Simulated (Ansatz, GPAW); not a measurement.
Given: the input of a run of GPAW 26.7.0 (ASE script) on Sn3Se. The cell comes from a database or a generator and needn't be the stable form of this composition.

run.py

```python
from ase import Atoms
from ase.dft.bandgap import bandgap
from ase.io import write
from ase.units import GPa
from gpaw import GPAW, PW, setup_paths

setup_paths.insert(0, '.')

atoms = Atoms(['Sn', 'Sn', 'Sn', 'Se'],
              cell=[[4.741879, 0.0, 0.0],
                    [0.0, 4.741879, 0.0],
                    [0.0, 0.0, 4.741879]],
              scaled_positions=[[0.5, 0.5, 0.0],
                                [0.5, 0.0, 0.5],
                                [0.0, 0.5, 0.5],
                                [0.0, 0.0, 0.0]],
              pbc=True)

calc = GPAW(mode=PW(600),
            xc='PBEsol',
            kpts={'size': (6, 6, 6), 'gamma': True},
            occupations={'name': 'fermi-dirac', 'width': 0.05},
            nbands=38,
            convergence={'density': 1e-05, 'energy': 1e-05},
            maxiter=150,
            txt='gpaw.txt')
atoms.calc = calc
energy = atoms.get_potential_energy()
forces = atoms.get_forces()
stress = atoms.get_stress()
calc.write('gs.gpw')
write('result.traj', atoms)
print(f'Energy: {energy:.6f} eV')
print('Forces (eV/A):')
print(forces.round(4))
print('Stress (GPa):', (stress / GPa).round(3))
print('Fermi level:', round(calc.get_fermi_level(), 4), 'eV')
print(f'Gap: {bandgap(calc)[0]:.4f} eV, direct: {bandgap(calc, direct=True)[0]:.4f} eV')
```

Potentials or basis: PAW data sets generated in the run's folder for this functional, pw.

Run with:

```console
$ gpaw-setup -f PBEsol Se Sn
$ OMP_NUM_THREADS=1 python run.py
```

Question: What does the same run look like in Ansatz 0.2.0? Potentials or basis there: all-electron LAPW, scalar-relativistic.

Answer: As run (cutoffs and basis follow the program's own potentials, and thresholds, step limits or extra output files can differ):

The input input.yaml:

```yaml
crystal:
  lattice:
    - [4.741879, 0.0, 0.0]
    - [0.0, 4.741879, 0.0]
    - [0.0, 0.0, 4.741879]
  atoms:
    - { symbol: Sn, position: [0.5, 0.5, 0.0] }
    - { symbol: Sn, position: [0.5, 0.0, 0.5] }
    - { symbol: Sn, position: [0.0, 0.5, 0.5] }
    - { symbol: Se, position: [0.0, 0.0, 0.0] }
kpoints:
  mp_grid: { grid: [6, 6, 6] }
scf:
  occupations: { method: fermi_dirac, width: 0.05 }
hamiltonian:
  xc: pbesol
  pseudopotentials: { kind: all_electron, lapw: { basis_error: 0.001 } }
output:
  forces: true
  stress: true
  eigenvalues: true
  populations: true
```

Potentials or basis: all-electron LAPW, scalar-relativistic.

The run is started by

```sh
$ ansatz run input.yaml --threads 2 --pin off --max-ram 8192MiB --backend cpu --events-out ev --progress --plain --runs-dir out
```

Both were run:

|  | GPAW | Ansatz |
| --- | --- | --- |
| Pressure | -2.8 GPa | -2.6 GPa |

Where Ansatz's input types no cutoff or centring, it takes its own default and a Γ-centred mesh.

Pressure is positive in compression.
